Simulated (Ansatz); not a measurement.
Given:

Starting cell, Re (hcp, Mg type):

```yaml
crystal:
  lattice:
    - [5.51575, 0.00000, 0.00000]
    - [-1.37894, 2.38839, 0.00000]
    - [0.00000, 0.00000, 4.46284]
  atoms:
    - { symbol: Re, position: [0.16667, 0.66667, 0.75000] }
    - { symbol: Re, position: [0.66667, 0.66667, 0.75000] }
    - { symbol: Re, position: [0.33333, 0.33333, 0.25000] }
    - { symbol: Re, position: [0.83333, 0.33333, 0.25000] }
```

The atoms are displaced by Q × the pattern below (from a DFPT mode at M = (0.5, 0.0, 0.0), largest move 1; Q in Å), at fixed cell. (q is in reciprocal vectors of the primitive cell; the cell shown is doubled to hold the pattern.)

| atom | x | y | z |
|---|---|---|---|
| Re1 | 0.866 | 0.500 | 0.000 |
| Re2 | -0.866 | -0.500 | 0.000 |
| Re3 | 0.866 | 0.500 | 0.000 |
| Re4 | -0.866 | -0.500 | 0.000 |

Calculation: r2SCAN (plane waves to 500 eV, PAW, scalar-relativistic; Ansatz, an electronic-structure program). k mesh 19×19×11 (Γ-centred), Fermi-Dirac smearing 0.05 eV. Energies are smeared free energies. With partly filled bands, energies and forces of such displacements shift with the k mesh and the smearing. Re is run without spin polarisation. Re was relaxed with its symmetry unable to fall. Spin-orbit coupling is left out, though Re is heavy. ΔE is measured from the undisplaced structure.

The scan covers Q from -0.280 to 0.280 Å in 13 points.

### Question
Which space group does the distorted structure have?

### Answer
Pmma (No. 51), lowered from P6_3/mmc.

### Question
Is this a single well or a double well?

### Answer
A single well with its minimum at or next to zero displacement.

### Question
What is the energy change at Q = 0.280 Å?

### Answer
4847 meV/cell.

### Question
What harmonic wavenumber does the curvature at Q = 0 give?

### Answer
204 cm⁻¹.

(A displaced cell: forces are minus the slopes of the energy, force constants its curvatures, and phonons follow from these.)
